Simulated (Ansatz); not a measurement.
InSe:
```xyz
8
Lattice="4.0271 0.0000 0.0000 -2.0135 3.4875 0.0000 0.0000 0.0000 17.0595" Properties=species:S:1:pos:R:3 pbc="T T T"
In     0.0000     2.3250     2.8701
In     2.0135     1.1625    11.3999
In     2.0135     1.1625    14.1893
In     0.0000     2.3250     5.6596
Se     0.0000     2.3250    10.1377
Se     2.0135     1.1625     1.6080
Se     2.0135     1.1625     6.9218
Se     0.0000     2.3250    15.4515
```

Relaxed with r²SCAN+D4.

Question: Give the Bader charges and basin volumes of the independent atoms, r²SCAN+D4 in the plane-wave PAW code Ansatz.

Answer: 

| atom | Bader charge (e) | Bader volume (Å³) |
|---|---|---|
| In1 | +0.77 | 24.6 |
| Se5 | -0.77 | 35.2 |

Space group P6_3/mmc. Symmetry was held in the r²SCAN+D4 relaxation.

Potentials: the later of the program's two PAW sets.
